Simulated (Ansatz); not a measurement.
SnTe, DFT, PBEsol, all-electron LAPW, scalar-relativistic (Ansatz 0.2.0), run on 1 thread of Intel(R) Xeon(R) Platinum 8488C (Sapphire Rapids) on a shared host.

The cell is COD entry 9008726, as deposited and not checked against the literature; nothing was relaxed. The listed cell was then made from it by scaling, straining or moving an atom.

Command: `ansatz run input.yaml --threads 1 --pin off --max-ram 3072MiB --backend cpu --events-out ev --progress --plain --runs-dir out`

```yaml
crystal:
  lattice:
    - [0.0, 3.1565, 3.188065]
    - [3.1565, 0.0, 3.188065]
    - [3.1565, 3.1565, 0.0]
  atoms:
    - { symbol: Sn, position: [0.0, 0.0, 0.0] }
    - { symbol: Te, position: [0.5, 0.5, 0.5] }
kpoints:
  mp_grid: { grid: [11, 11, 11] }
  band_path:
    path:
      - [0.0, 0.0, 0.0]
      - [0.0, 0.5, 0.5]
      - [0.25, 0.75, 0.5]
      - [0.0, 0.5, 0.0]
      - [0.0, 0.0, 0.0]
      - [0.5, 0.5, 0.0]
      - [0.3725370062, 0.6274629938, 0.0]
      - [-0.3725370062, 0.3725370062, 0.0]
      - [0.0, 0.0, 0.0]
    npoints: 5
scf:
  occupations: { method: fermi_dirac, width: 0.08 }
hamiltonian:
  xc: pbesol
  pseudopotentials: { kind: all_electron, lapw: { basis_error: 0.00025 } }
output:
  forces: true
  stress: true
  eigenvalues: true
```

Question: How large is the problem that the program sets up?

Answer: 126 irreducible k-points, 459 plane waves at Γ, 28 bands.

Question: Estimate the wall time and the peak memory.

Answer: 28 s of wall time for 7 SCF iterations, with a peak of 0.66 GiB. Times on shared machines scatter by tens of per cent.
